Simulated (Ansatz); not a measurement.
Values for one crystal, relaxed and computed with LDA in the plane-wave PAW code Ansatz; other levels are named.

```yaml
volume_per_atom: 20.63 Å³
band_gap: 1.37 eV (indirect)
Hole effective mass with spin–orbit coupling: 0.14, 2.5, 2.5 mₑ (principal values)
Elastic constants (relaxed ions, GPa): C11 = 123, C12 = 32.5, C13 = 10.6, C33 = 36.7, C44 = 10.1
mechanical_stability: stable (all eigenvalues of C positive)
Electronic dielectric constant ε∞ (DFPT): 7.27 (xx = yy), 5.81 (zz)
Young's modulus: 56.5 GPa
```

**Question.** Which compound is it?
A) GaN, wurtzite
B) BeS, P6_422 (Be on 3c, S on 3d)
C) AlN, P6_3/mmc (Al on 2d, N on 2c)
D) GaS, P6_3/mmc (Ga on 4f, S on 4f)

**Answer.** D, GaS, P6_3/mmc (Ga on 4f, S on 4f)

The LDA relaxation kept the symmetry of its start. A crystal of weakly bound layers computed without a dispersion correction: the cell and the soft elastic constants depend strongly on that. Scalar-relativistic: spin–orbit coupling is off unless named, which matters more the heavier the elements.

Potentials: the later of the program's two PAW sets.
